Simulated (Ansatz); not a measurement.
Data:

YMg3:
```xyz
4
Lattice="0.0000 3.6571 3.6571 3.6571 0.0000 3.6571 3.6571 3.6571 0.0000" Properties=species:S:1:pos:R:3 pbc="T T T"
Y      0.0000     0.0000     0.0000
Mg     1.8286     1.8286     1.8286
Mg     5.4857     5.4857     5.4857
Mg     3.6571     3.6571     3.6571
```

This is the r²SCAN-relaxed structure.

Problem. All from DFT-r²SCAN in the program Ansatz with PAW potentials, unless another level is named. Estimate the formation energy from the elements (no fitted shifts).

Solution. -10 kJ/mol of atoms.

Problem. And the density of states at the Fermi level?

Solution. 0.46 states/eV per atom (mean over ±0.08 eV).

Space group Fm-3m. The workflow started from a Materials Project entry (that database holds measured and hypothetical structures alike); the Crystallography Open Database copy checked does not list it. With Y and Mg taken as one species the cell has the higher symmetry Im-3m, so it may be an ordered model of a mixed-site phase. Its standing as an ambient phase is unchecked. Symmetry was held in the r²SCAN relaxation; its stability against distortions is not shown here. The run is not spin-polarised. The references are the lowest solids computed at this level, not always the standard phases. Spin–orbit coupling is left out wherever it is not named.

Potentials: the later of the program's two PAW sets.
